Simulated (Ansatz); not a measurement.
V:
```xyz
1
Lattice="-1.4889 1.4889 1.4889 1.4889 -1.4889 1.4889 1.4889 1.4889 -1.4889" Properties=species:S:1:pos:R:3 pbc="T T T"
V      0.0000     0.0000     0.0000
```

Relaxed with r²SCAN+D4.

**Question.** Which orbitals make up the states near the Fermi level in r²SCAN+D4 (plane waves, PAW; program Ansatz)?

**Answer.** Within 0.5 eV of the Fermi level: V 3d 87 %, V 4s 7 %, outside the projected shells 6 %. Projections are on Löwdin-orthogonalised atomic valence shells; empty p or d shells of many metals are not among them.

**Question.** Tabulate the density of states.

**Answer.** States/eV per cell of 1 atom, in 0.25 eV bins, energy from the Fermi level.

| E (eV) | total | V 3d | V 4s | V 3p |
|---|---|---|---|---|
| -7.25 | 0.00 | 0.00 | 0.00 | 0.00 |
| -7.00 | 0.02 | 0.00 | 0.02 | 0.00 |
| -6.75 | 0.04 | 0.00 | 0.04 | 0.00 |
| -6.50 | 0.05 | 0.00 | 0.05 | 0.00 |
| -6.25 | 0.06 | 0.00 | 0.06 | 0.00 |
| -6.00 | 0.08 | 0.00 | 0.07 | 0.00 |
| -5.75 | 0.09 | 0.00 | 0.08 | 0.00 |
| -5.50 | 0.10 | 0.00 | 0.09 | 0.00 |
| -5.25 | 0.11 | 0.01 | 0.10 | 0.00 |
| -5.00 | 0.13 | 0.01 | 0.11 | 0.00 |
| -4.75 | 0.15 | 0.01 | 0.12 | 0.01 |
| -4.50 | 0.17 | 0.02 | 0.14 | 0.01 |
| -4.25 | 0.19 | 0.03 | 0.15 | 0.01 |
| -4.00 | 0.23 | 0.05 | 0.17 | 0.01 |
| -3.75 | 0.28 | 0.08 | 0.19 | 0.01 |
| -3.50 | 0.44 | 0.20 | 0.23 | 0.01 |
| -3.25 | 0.76 | 0.48 | 0.26 | 0.01 |
| -3.00 | 0.90 | 0.64 | 0.24 | 0.01 |
| -2.75 | 1.05 | 0.81 | 0.22 | 0.01 |
| -2.50 | 1.43 | 1.17 | 0.22 | 0.02 |
| -2.25 | 1.15 | 0.98 | 0.13 | 0.01 |
| -2.00 | 0.82 | 0.73 | 0.06 | 0.01 |
| -1.75 | 0.62 | 0.57 | 0.03 | 0.01 |
| -1.50 | 0.56 | 0.52 | 0.01 | 0.01 |
| -1.25 | 2.20 | 2.10 | 0.01 | 0.02 |
| -1.00 | 1.89 | 1.79 | 0.03 | 0.01 |
| -0.75 | 1.81 | 1.66 | 0.06 | 0.01 |
| -0.50 | 1.67 | 1.49 | 0.09 | 0.01 |
| -0.25 | 2.11 | 1.82 | 0.16 | 0.02 |
| 0.00 | 1.69 | 1.46 | 0.12 | 0.01 |
| 0.25 | 1.25 | 1.10 | 0.07 | 0.01 |
| 0.50 | 0.70 | 0.58 | 0.04 | 0.00 |
| 0.75 | 0.44 | 0.35 | 0.03 | 0.00 |
| 1.00 | 0.44 | 0.37 | 0.02 | 0.00 |
| 1.25 | 0.50 | 0.45 | 0.01 | 0.00 |
| 1.50 | 0.64 | 0.62 | 0.00 | 0.00 |
| 1.75 | 1.08 | 1.06 | 0.01 | 0.00 |
| 2.00 | 1.34 | 1.31 | 0.01 | 0.00 |
| 2.25 | 1.77 | 1.74 | 0.01 | 0.00 |
| 2.50 | 2.03 | 2.00 | 0.01 | 0.00 |
| 2.75 | 2.22 | 2.20 | 0.01 | 0.00 |
| 3.00 | 2.68 | 2.65 | 0.02 | 0.00 |
| 3.25 | 3.03 | 2.94 | 0.06 | 0.00 |
| 3.50 | 1.40 | 1.30 | 0.07 | 0.00 |
| 3.75 | 1.16 | 1.06 | 0.08 | 0.00 |
| 4.00 | 0.93 | 0.83 | 0.08 | 0.00 |
| 4.25 | 0.49 | 0.39 | 0.09 | 0.00 |
| 4.50 | 0.42 | 0.29 | 0.10 | 0.00 |
| 4.75 | 0.37 | 0.22 | 0.10 | 0.00 |

Space group Im-3m (bcc (W type)). The r²SCAN+D4 relaxation kept the symmetry of its start. The workflow began spin-polarised and lost its moments. The pairwise dispersion correction was not fitted to metals.

Potentials: the earlier of the program's two PAW sets.
